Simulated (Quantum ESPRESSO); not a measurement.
Al3SiN3C, input and log of a self-consistent run

Computed values, not a measurement. The program is pw.x of Quantum ESPRESSO 7.5 (plane-wave density functional theory). The cell is made up: 8 atoms on a zincblende/diamond lattice, with randomly drawn elements, strain and displacements, not relaxed. PseudoDojo standard norm-conserving files (v0.5 for PBE, v0.4.1 for LDA and PBEsol) set the functional; there is no spin polarisation, spin-orbit coupling or dispersion term, and the masses in the input are unused placeholders.

Input:

```
&control calculation='scf', pseudo_dir='./dojo.nc.sr.pbe.v0_5.standard.upf', outdir='./o', disk_io='medium', tprnfor=.true., tstress=.true. /
&system ibrav=0, nat=8, ntyp=4, nbnd=22, ecutwfc=84.00895049, nosym=.true., tot_charge=0,
 occupations='smearing', smearing='fd', degauss=0.0018374661
/
&electrons conv_thr=7.350e-09, electron_maxstep=60, /
ATOMIC_SPECIES
Al 1.0 Al.upf
C 1.0 C.upf
N 1.0 N.upf
Si 1.0 Si.upf
CELL_PARAMETERS angstrom
4.4905 0.031 0.025
0.031 4.4943 0.0487
0.025 0.0487 4.5988
ATOMIC_POSITIONS angstrom
Al -0.0962 -0.0708 0.0111
Al 0.1386 2.3628 2.4489
Si 2.1631 0.1992 2.3397
Al 2.3266 2.1176 0.0846
N 1.1173 1.0822 1.1076
C 1.0142 3.3958 3.4071
N 3.4029 1.106 3.6577
N 3.4672 3.3298 1.2015
K_POINTS automatic
4 4 4 1 1 1
```

The log is shortened where brackets say so; the opening notice, blank lines, dates and the lines on written files are dropped, and the path of the files is cut. It prints rydbergs, bohrs and kilobars, and counts compression as positive stress. With no partly filled state, the Fermi energy that it prints is only some level between the filled and the empty states on the mesh, and need not lie in the true gap.

```
     Program PWSCF v.7.5
     Parallel version (MPI & OpenMP), running on       1 processor cores
     Number of MPI processes:                 1
     Threads/MPI process:                     1
     [start-up lines left out]
     bravais-lattice index     =            0
     lattice parameter (alat)  =       8.4861  a.u.
     unit-cell volume          =     626.2022 (a.u.)^3
     number of atoms/cell      =            8
     number of atomic types    =            4
     number of electrons       =        32.00
     number of Kohn-Sham states=           22
     kinetic-energy cutoff     =      84.0090  Ry
     charge density cutoff     =     336.0358  Ry
     scf convergence threshold =      7.3E-09
     mixing beta               =       0.7000
     number of iterations used =            8  plain     mixing
     Exchange-correlation= PBE
                           (   1   4   3   4   0   0   0)
     [axes and pseudopotential details left out]
   Cartesian axes
     site n.     atom                  positions (alat units)
         1        Al     tau(   1) = (  -0.0214222  -0.0157660   0.0024718  )
         2        Al     tau(   2) = (   0.0308639   0.5261568   0.5453299  )
         3        Si     tau(   3) = (   0.4816869   0.0443586   0.5210128  )
         4        Al     tau(   4) = (   0.5180956   0.4715548   0.0188390  )
         5        N      tau(   5) = (   0.2488044   0.2409882   0.2466443  )
         6        C      tau(   6) = (   0.2258457   0.7561889   0.7587053  )
         7        N      tau(   7) = (   0.7577700   0.2462881   0.8145098  )
         8        N      tau(   8) = (   0.7720886   0.7414918   0.2675543  )
     number of k points=    32  Fermi-Dirac smearing, width (Ry)=  0.0018
                       cart. coord. in units 2pi/alat
        k(    1) = (   0.1234890   0.1227462   0.1200899), wk =   0.0625000
        k(    2) = (   0.1221479   0.1201097   0.3642473), wk =   0.0625000
     [further k points left out]
     Dense  grid:    65121 G-vectors     FFT dimensions: (  50,  50,  54)
     Estimated max dynamical RAM per process >      74.91 MB
     Initial potential from superposition of free atoms
     starting charge      31.9920, renormalised to      32.0000
     Starting wfcs are   32 randomized atomic wfcs
     total cpu time spent up to now is        4.4 secs
     per-process dynamical memory:    58.2 Mb
     Self-consistent Calculation
     iteration #  1     ecut=    84.01 Ry     beta= 0.70
     Davidson diagonalization with overlap
     ethr =  1.00E-02,  avg # of iterations =  3.0
     total cpu time spent up to now is       15.5 secs
     total energy              =     -95.87931007 Ry
     estimated scf accuracy    <       2.53564172 Ry
     iteration #  2     ecut=    84.01 Ry     beta= 0.70
     Davidson diagonalization with overlap
     ethr =  7.92E-03,  avg # of iterations =  2.0
     total cpu time spent up to now is       23.1 secs
     total energy              =     -96.55205699 Ry
     estimated scf accuracy    <       2.39409072 Ry
     iteration #  3     ecut=    84.01 Ry     beta= 0.70
     Davidson diagonalization with overlap
     ethr =  7.48E-03,  avg # of iterations =  2.0
     total cpu time spent up to now is       31.2 secs
     total energy              =     -96.95292533 Ry
     estimated scf accuracy    <       0.07179407 Ry
     iteration #  4     ecut=    84.01 Ry     beta= 0.70
     Davidson diagonalization with overlap
     ethr =  2.24E-04,  avg # of iterations =  3.9
     total cpu time spent up to now is       38.9 secs
     total energy              =     -96.98643919 Ry
     estimated scf accuracy    <       0.00648580 Ry
     iteration #  5     ecut=    84.01 Ry     beta= 0.70
     Davidson diagonalization with overlap
     ethr =  2.03E-05,  avg # of iterations = 10.2
     total cpu time spent up to now is       48.4 secs
     total energy              =     -96.98791551 Ry
     estimated scf accuracy    <       0.00585568 Ry
     [iterations 6 to 8 left out]
     iteration #  9     ecut=    84.01 Ry     beta= 0.70
     Davidson diagonalization with overlap
     ethr =  4.75E-08,  avg # of iterations =  3.8
     total cpu time spent up to now is       74.9 secs
     total energy              =     -96.98847824 Ry
     estimated scf accuracy    <       0.00000610 Ry
     iteration # 10     ecut=    84.01 Ry     beta= 0.70
     Davidson diagonalization with overlap
     ethr =  1.91E-08,  avg # of iterations =  2.0
     total cpu time spent up to now is       81.3 secs
     total energy              =     -96.98847872 Ry
     estimated scf accuracy    <       0.00000046 Ry
     iteration # 11     ecut=    84.01 Ry     beta= 0.70
     Davidson diagonalization with overlap
     ethr =  1.43E-09,  avg # of iterations =  3.1
     total cpu time spent up to now is       89.8 secs
     total energy              =     -96.98847890 Ry
     estimated scf accuracy    <       0.00000002 Ry
     iteration # 12     ecut=    84.01 Ry     beta= 0.70
     Davidson diagonalization with overlap
     ethr =  5.79E-11,  avg # of iterations =  4.2
     total cpu time spent up to now is       98.0 secs
     total energy              =     -96.98847891 Ry
     estimated scf accuracy    <       0.00000002 Ry
     iteration # 13     ecut=    84.01 Ry     beta= 0.70
     Davidson diagonalization with overlap
     ethr =  5.23E-11,  avg # of iterations =  2.0
     total cpu time spent up to now is      103.6 secs
     End of self-consistent calculation
          k = 0.1235 0.1227 0.1201 (  8174 PWs)   bands (ev):
    -8.4869  -6.9339  -6.1611  -2.5736   0.2348   1.5915   1.8121   2.9022
     3.3799   4.0265   4.1829   4.5505   5.1154   5.4746   6.6785   6.9367
     8.9896   9.2867  10.4678  11.1106  12.4666  13.8454
     [levels at the other k points left out]
     the Fermi energy is     7.9026 ev
!    total energy              =     -96.98847891 Ry
     estimated scf accuracy    <          2.7E-09 Ry
     smearing contrib. (-TS)   =      -0.00000000 Ry
     internal energy E=F+TS    =     -96.98847891 Ry
     The total energy is F=E-TS. E is the sum of the following terms:
     one-electron contribution =      -2.28045670 Ry
     hartree contribution      =      20.26507100 Ry
     xc contribution           =     -32.51127213 Ry
     ewald contribution        =     -82.46182107 Ry
     convergence has been achieved in  13 iterations
     Forces acting on atoms (cartesian axes, Ry/au):
     atom    1 type  1   force =     0.07509327   -0.04808231    0.02361555
     atom    2 type  1   force =    -0.17635567   -0.17164111   -0.18240806
     atom    3 type  4   force =    -0.00978880   -0.12903309    0.02989913
     atom    4 type  1   force =    -0.05843295    0.11654106   -0.00189444
     atom    5 type  3   force =     0.03404597    0.00172079    0.08734287
     atom    6 type  2   force =     0.25756279    0.18924504    0.15153854
     atom    7 type  3   force =    -0.05086777    0.02717525   -0.15900599
     atom    8 type  3   force =    -0.07125683    0.01407437    0.05091241
     Total force =     0.554406     Total SCF correction =     0.000023
     Computing stress (Cartesian axis) and pressure
          total   stress  (Ry/bohr**3)                   (kbar)     P=      -46.70
  -0.00034190   0.00001506   0.00006079          -50.29        2.21        8.94
   0.00001506  -0.00015801   0.00025512            2.21      -23.24       37.53
   0.00006079   0.00025512  -0.00045239            8.94       37.53      -66.55
     init_run     :      4.15s CPU      4.32s WALL (       1 calls)
     electrons    :     88.51s CPU     99.16s WALL (       1 calls)
     forces       :      1.25s CPU      1.27s WALL (       1 calls)
     stress       :      5.03s CPU      5.07s WALL (       1 calls)
     [timing details left out]
     PWSCF        :   1m39.05s CPU   1m50.01s WALL
     JOB DONE.
```

In other units: free energy -1319.595 eV for the cell, pressure -4.67 GPa, largest force component 6.622 eV/Å. A rerun of a related cell, with the same atoms placed differently, at 1437 eV and a 6 x 6 x 6 mesh moved values by no more than 0.003 eV in energy, 0.02 GPa in stress and 0.002 eV/Å in force.